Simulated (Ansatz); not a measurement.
AgC8:
```
CELL_PARAMETERS angstrom
      4.90889     0.00000     0.00000
     -2.45445     4.25123     0.00000
      0.00000     0.00000     5.41620
ATOMIC_POSITIONS crystal
  C  0.16703 0.33405 0.00000
  C  0.16703 0.83297 0.00000
  C  0.66667 0.33333 0.00000
  C  0.66595 0.83297 0.00000
  C  0.33405 0.16703 0.00000
  C  0.33333 0.66667 0.00000
  C  0.83297 0.16703 0.00000
  C  0.83297 0.66595 0.00000
  Ag 0.00000 0.00000 0.50000
```

Relaxed with r²SCAN+D4. Special points in fractions of this cell's reciprocal vectors: Γ (0.000, 0.000, 0.000); M (0.500, 0.000, 0.000); K (0.333, 0.333, 0.000); A (0.000, 0.000, 0.500); L (0.500, 0.000, 0.500); H (0.333, 0.333, 0.500).

Task: List the band energies nearest the Fermi level at these points for r²SCAN+D4 with spin–orbit coupling (plane waves, PAW; program Ansatz).

Result: In eV from the Fermi level; about four levels below and three above (degenerate sets whole), none deeper than 8.9 eV; points with the same levels are listed once.

```csv
k,below,above
Γ,-2.52 -2.52 -1.35 -1.35,0.85 0.85 1.03 1.03 1.03 1.03
M,-2.80 -2.80 -0.05 -0.05,1.87 1.87 2.26 2.26
K,-0.59 -0.59 -0.58 -0.58,0.18 0.18 2.59 2.59
A,-3.19 -3.19 -0.25 -0.25,1.04 1.04 1.05 1.05
L,-3.83 -3.83 -3.32 -3.32,1.66 1.66 2.22 2.22
H,-0.78 -0.78 -0.78 -0.78,1.86 1.86 3.98 3.98
```

Space group P6/mmm. A made-up cell: these elements were put on the sites of a structure type; neither database checked (COD, Materials Project) lists it. Its standing as an ambient phase is unchecked. The r²SCAN+D4 relaxation kept the symmetry of its start; its stability against distortions is not shown here. The run is not spin-polarised.

Potentials: the later of the program's two PAW sets.
